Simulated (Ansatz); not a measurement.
Values for one crystal, relaxed and computed with the program Ansatz at the r²SCAN level (PAW); other levels are named.

```yaml
volume_per_atom: 15.98 Å³
electronic_character: metallic (no gap)
Bulk modulus (Birch–Murnaghan fit): 239 GPa
Gap with spin–orbit coupling: none (metallic)
Pressure derivative B′: 4.0
Density of states at the Fermi level: 1.1 states/eV per atom (mean over ±0.08 eV)
```

Question: Which compound is it?
(A) Sn, diamond
(B) Mo, hcp (Mg type)
(C) Nb, hcp (Mg type)
(D) Ru, hcp (Mg type)

Answer: B, Mo, hcp (Mg type)

Space group P6_3/mmc (hcp (Mg type)). The start of the workflow was typed in or built on a structure type; the Crystallography Open Database copy checked does not list it. It is not the phase usual at ambient conditions (space group No. 229). The cell was relaxed with r²SCAN under the symmetry of its start; its stability against distortions is not shown here. No spin polarisation was allowed. Spin–orbit coupling is left out wherever it is not named.

Potentials: the earlier of the program's two PAW sets.
